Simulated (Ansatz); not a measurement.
Y2InNi2:
```yaml
crystal:
  lattice:
    - [1.93566, -7.11449, 0.00000]
    - [1.93566, 7.11449, 0.00000]
    - [0.00000, 0.00000, 3.69186]
  atoms:
    - { symbol: Y, position: [0.36249, 0.63751, 0.50000] }
    - { symbol: Y, position: [0.63751, 0.36249, 0.50000] }
    - { symbol: In, position: [0.00000, 0.00000, 0.00000] }
    - { symbol: Ni, position: [0.79961, 0.20039, 0.00000] }
    - { symbol: Ni, position: [0.20039, 0.79961, 0.00000] }
```

Relaxed with r²SCAN. Special points in fractions of this cell's reciprocal vectors: Γ (0.000, 0.000, 0.000); Y (-0.500, 0.500, 0.000); C0 (-0.269, 0.731, 0.000); Σ0 (0.269, 0.269, 0.000); Z (0.000, 0.000, 0.500); A0 (0.269, 0.269, 0.500); E0 (-0.269, 0.731, 0.500); T (-0.500, 0.500, 0.500); S (0.000, 0.500, 0.000); R (0.000, 0.500, 0.500).

**Question.** List the band energies nearest the Fermi level at these points for r²SCAN in the plane-wave PAW code Ansatz.

**Answer.** In eV from the Fermi level; about four levels below and three above (degenerate sets whole), none deeper than 8.9 eV; points with the same levels are listed once.

```csv
k,below,above
Γ,-1.44 -1.40 -1.06 -0.78,0.66 1.39 1.72
Y,-1.46 -1.40 -1.00 -0.48,0.22 1.21 1.57
C0,-1.48 -1.29 -0.60 -0.38,1.24 1.83 1.86
Z,-1.20 -0.89 -0.64 -0.20,0.21 0.94 2.37
A0,-1.09 -0.81 -0.36 -0.28,0.16 0.21 2.00
T,-1.39 -1.27 -1.20 -1.03,0.31 0.36 0.42
S,-1.36 -0.98 -0.73 -0.49,1.40 1.66 1.79
R,-1.08 -0.61 -0.56 -0.01,0.03 0.34 2.03
```

Space group Cmmm. The workflow started from a Materials Project entry (that database holds measured and hypothetical structures alike); the Crystallography Open Database copy checked does not list it. Whether it is the stable phase at ambient conditions was not checked. The cell was relaxed with r²SCAN under the symmetry of its start; its stability against distortions is not shown here. No spin polarisation was allowed. Scalar-relativistic: spin–orbit coupling is off unless named, which matters more the heavier the elements.

Potentials: the later of the program's two PAW sets.
